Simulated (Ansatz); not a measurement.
Debugging a calculation of InSe$_{2}$

The input below was meant for crystalline InSe$_{2}$, with PBE, plane waves and PAW in Ansatz.

```yaml
crystal:
  lattice:
    - [3.894893, 0.0, 0.0]
    - [0.0, 3.894893, 0.0]
    - [0.0, 0.0, 9.626231]
  atoms:
    - { symbol: In, position: [0.0, 0.5, 0.706468] }
    - { symbol: In, position: [0.5, 0.0, 0.293532] }
    - { symbol: Se, position: [0.0, 0.5, 0.366212] }
    - { symbol: Se, position: [0.5, 0.0, 0.633788] }
    - { symbol: Se, position: [0.0, 0.0, 0.0] }
    - { symbol: Se, position: [0.5, 0.5, 0.0] }
basis:
  ecutwfc: 420
kpoints:
  mp_grid: { grid: [10, 10, 4] }
hamiltonian:
  xc: pbe
scf:
  occupations: { method: gaussian, width: 0.1 }
  max_iter: 1
output:
  forces: true
  stress: true
  eigenvalues: true
```

Command:

```bash
ansatz run input.yaml --threads 1 --pin off --max-ram 2560MiB --backend cpu --events-out ev --progress --plain --runs-dir out
```

The program printed (HF is the Harris–Foulkes energy, dr2 the density residual in eV):

```text
Pseudopotential: In, paw, valence charge 13, recommended cutoff 420 eV (normal)
Pseudopotential: Se, paw, valence charge 16, recommended cutoff 420 eV (normal)
Crystal: 6 atoms, lattice volume = 146.032 Å³
Basis set: ecut = 420 eV, 2889 PW (Γ), exchange–correlation on 54×54×144 points (8 copies of the dense FFT grid, shifted against one another)
Bands: 54, of which v1, the nominal top of the filled ones, is band 45 counted from 1 (44 counted from 0)
Symmetry: 16 space group operations
Space group: P4/nmm (ITA 129), of the structure as read, at distance tolerance 5.3e-5 Å
k-points: 63 of 400
Initial density: superposition of atomic densities, corrected by the library's trained network
SCF iter   1: HF=-33073.155877 eV  Δρ=1.57e-3  dr2=1.19e-2
Error: did not converge after 1 iterations: dr2 = 1.19e-2 (threshold 1.00e-7), under the density mixer `msr1`, which `scf.mixing.algorithm: auto` chose by the deck's other keys (type `scf.mixing.algorithm: msr1` to keep it); raise `scf.max_iter`, which need not help a stalled SCF …
```

**Question.** Name the fault and the cure.

**Answer.** The fault is too few SCF iterations allowed. The limit came before the density residual met its threshold. The cure is a higher or no limit.

Mended input, as a difference:

```diff
 scf:
-  max_iter: 1
```

Result of the mended run: a pressure of -0.10 GPa, a largest force of 0.055 eV/Å, no gap.

The mended run took 44 s on 1 thread of Arm Neoverse V1, with other jobs on the host, peak memory 0.59 GiB.